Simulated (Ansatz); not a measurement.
An Ansatz (a first-principles code) run. Input:

Ansatz 0.2 input:
```yaml
crystal:
  lattice:
    - [4.6774491985, 0.0, 0.0]
    - [0.0, 4.6774491985, 0.0]
    - [0.0, 0.0, 4.6774491985]
  atoms:
    - { symbol: Tl, position: [0.0, 0.5, 0.5] }
    - { symbol: Tl, position: [0.5, 0.0, 0.5] }
    - { symbol: Tl, position: [0.5, 0.5, 0.0] }
    - { symbol: Y, position: [0.0, 0.0, 0.0] }
kpoints:
  mp_grid: { grid: [9, 9, 9] }
basis: { xc_grid: 2 }
hamiltonian:
  xc: pbesol
  pseudopotentials: { kind: paw }
scf:
  occupations: { method: gaussian, width: 0.1 }
checkpoint: { read: metal.run }
output: { bader: true, populations: true }
```

Output (shortened):

```
Pseudopotential: Tl, paw, valence charge 13
Pseudopotential: Y, paw, valence charge 11
Functional definition: PBEsol
Crystal: 4 atoms, lattice volume = 102.336 Å³
Basis set: ecut = 420 eV, 2007 PW (Γ), exchange–correlation on 64×64×64 points (8 copies of the dense FFT grid, shifted against one another)
Bands: 30, of which v1, the nominal top of the filled ones, is band 25 counted from 1 (24 counted from 0)
Symmetry: 48 space group operations
Space group: Pm-3m (ITA 221), of the structure as read, at distance tolerance 4.7e-5 Å
k-points: 35 of 729
Stability of the state it starts from, as read at its close in the unpolarized treatment …
iter 1 solved again at ethr=1.27e-8 eV; its pass at ethr=3.10e-3 eV (dr2=6.36e-6 eV) is discarded
SCF iter   1: F=—  HF=-37683.386099 eV  |F-HF|=—  |Δ(HF+E_count)|=         —  Δρ=1.21e-7  dr2=1.40e-11  ethr=1.27e-8  ⟨swp⟩=3.6  Hψ=7363  notcnv=0
preconditioner: auto → Kerker (q_TF=auto, 2.421 Å⁻¹)
SCF iter   2: F=-37683.386099 eV  HF=-37683.386099 eV  |F-HF|=1.46e-11  |Δ(HF+E_count)|=   4.19e-9  Δρ=8.73e-8  dr2=7.01e-12  ethr=1.00e-12  ⟨swp⟩=4.7  Hψ=3544  notcnv=0
SCF 1 converged in 2 iterations: F = -37683.386099 eV  dr2 = 7.01e-12
SCF converged after 2 iterations
Free energy (F): -37683.386099 eV
Harris-Foulkes:  -37683.386099 eV  (|F-HF|=1.46e-11)
Internal energy: -37683.371620 eV  (E = F + TS)
E sigma→0 (E₀):  -37683.378860 eV
Entropy (-TS):   -0.014480 eV (-3.620 meV/atom)
Fermi energy:    12.075441 eV
--- Per-component energies (eV) ---
  E_band       = -9.985143
  E_kinetic    = 1311.644560
  E_local      = -2964.705513  (includes V_loc(G=0)·N_el)
  E_nonlocal   = 1007.547476
  E_hartree    = 1072.210987
  E_xc         = -859.365218
  E_vxc        = -627.204634  (∫ρ·V_xc dr)
  E_paw        = -32829.738732  (= ΣΔE_a)
  E_vpaw       = -881.688989  (= ΣTr[D̂ρ^β])
  E_aug_tail   = 0.000103  (compensation charges beyond the density's cutoff)
  E_ewald      = -4421.228851
  E_core_change = 0.263568  (= ΣΔE_core)
  E_smearing   = -0.014480  (= −TS)
  E_closure    =  0.000000  (closes the sum)
  Σ components = -37683.386099   (vs F -37683.386099, Δ=0.00e0)
  [band-id]    e_kinetic+e_local+e_nonlocal+2·e_hartree+e_vxc+e_vpaw+e_augmentation_tail = -9.985024   (vs E_band -9.985143, Δ=1.19e-4)
--- Band table (eV; the first three rows and the last of 35) ---
  k-point 0: bands = ["-30.8716", "-10.8996", "-10.8996", "-10.8996", "0.0570", "0.0978", "0.0978", "0.0978", "0.3362", "0.3362", "0.6793", "0.6793", "0.6793", "0.8988", "0.8988", "1.1231", "1.2054", "1.2054", "1.2054", "1.9932", "8.2378", "8.2378", …
  k-point 1: bands = ["-30.8715", "-10.9035", "-10.8998", "-10.8998", "0.0813", "0.1055", "0.1244", "0.1244", "0.3462", "0.3600", "0.6713", "0.6828", "0.6828", "0.8810", "0.8994", "1.1061", "1.1666", "1.1666", "1.2054", "2.0905", "7.6867", "8.2871", …
  k-point 2: bands = ["-30.8713", "-10.9135", "-10.9005", "-10.9005", "0.1257", "0.1490", "0.2019", "0.2019", "0.3721", "0.4267", "0.6503", "0.6910", "0.6910", "0.8274", "0.9003", "1.0577", "1.0595", "1.0595", "1.2055", "2.3824", "6.6370", "8.4293", …
  k-point 34: bands = ["-30.8699", "-10.9189", "-10.9181", "-10.9181", "0.2284", "0.2511", "0.2511", "0.2520", "0.4431", "0.4431", "0.4632", "0.7187", "0.7411", "0.7411", "0.7765", "0.7765", "1.1065", "1.1065", "1.1324", "5.9386", "6.3027", "6.3027", …
--- Löwdin populations: 4 sites ---
  site symbol       q [e]
     0     Tl     13.1488
     1     Tl     13.1488
     2     Tl     13.1488
     3      Y     10.4807
  spilling = 0.001457 (of n_electrons = 50.000000)
--- Bader charges: 4 sites ---
  site symbol  charge [e]  shift [e]
     0     Tl     -0.4751     0.0000
     1     Tl     -0.4751     0.0000
     2     Tl     -0.4751     0.0000
     3      Y      1.4253     0.0000
  shift: an alarm, by how much a part of what the PAW files miss would move the charge. Where it is large, compare
  with a run on PAW files of another source; a small one proves nothing
  estimated error of the sums over rays = 2.0e-4 e
```

Cost: around 25 core-seconds (rough) on shared cores.

The workflow started from an entry of the Crystallography Open Database (COD). Whether it is the stable phase at ambient conditions was not checked. The cell was relaxed with PBEsol under the symmetry of its start; its stability against distortions is not shown here. The run is not spin-polarised. Scalar-relativistic: spin–orbit coupling is off unless named, which matters more the heavier the elements.

Potentials: the later of the program's two PAW sets.

Ansatz is a plane-wave DFT program.
